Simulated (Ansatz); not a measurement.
Relaxed CuI (zinc blende):

```yaml
crystal:
  lattice:
    - [0.00000, 6.02303, 6.02303]
    - [3.01151, 0.00000, 3.01151]
    - [3.01151, 3.01151, 0.00000]
  atoms:
    - { symbol: I, position: [0.37500, 0.75000, 0.75000] }
    - { symbol: I, position: [0.87500, 0.75000, 0.75000] }
    - { symbol: Cu, position: [0.00000, 0.00000, 0.00000] }
    - { symbol: Cu, position: [0.50000, 0.00000, 0.00000] }
```

Scan: atom 2 (I, nearest neighbour Cu at 2.608 Å; its periodic images, 4.3 Å or more away, move with it) is displaced towards the nearest neighbour, direction (0.577, 0.577, 0.577) in Cartesian axes, by s. The other atoms stay.

Level of theory: r2SCAN (plane waves to 500 eV, PAW, scalar-relativistic; Ansatz, an electronic-structure program). k mesh 4×8×8 (Γ-centred), Fermi-Dirac smearing 0.05 eV. E stands for the smeared free energy. CuI is run without spin polarisation. CuI was relaxed with its symmetry unable to fall. Spin-orbit coupling is left out, though I is heavy. ΔE is measured from the undisplaced structure.

Successive frames, forces in eV/Å:

```tsv
frame	ΔE (meV/cell)	F on I1	F on I2	F on Cu3	F on Cu4
s = 0.156 Å	54.8	(-0.006, 0.132, 0.132)	(-0.372, -0.499, -0.499)	(0.432, 0.318, 0.318)	(-0.054, 0.049, 0.049)
s = 0.104 Å	22.5	(-0.003, 0.086, 0.086)	(-0.213, -0.298, -0.298)	(0.255, 0.177, 0.177)	(-0.039, 0.034, 0.034)
s = 0.052 Å	5.2	(-0.001, 0.043, 0.043)	(-0.091, -0.134, -0.134)	(0.114, 0.074, 0.074)	(-0.021, 0.018, 0.018)
s = 0.000 Å	0.0	(0.000, 0.000, 0.000)	(0.000, 0.000, 0.000)	(0.000, 0.000, 0.000)	(0.000, 0.000, 0.000)
```

Task: What are the energy and the forces in the next frame, s = -0.052 Å?

Result: ΔE (meV/cell) = 4.5.

| atom | Fx | Fy | Fz |
|---|---|---|---|
| I1 | 0.000 | -0.042 | -0.042 |
| I2 | 0.067 | 0.110 | 0.110 |
| Cu3 | -0.091 | -0.049 | -0.049 |
| Cu4 | 0.024 | -0.019 | -0.019 |

(For displaced atoms, the force is minus the slope of the energy, and its curvature is a force constant, which sets phonon frequencies.)
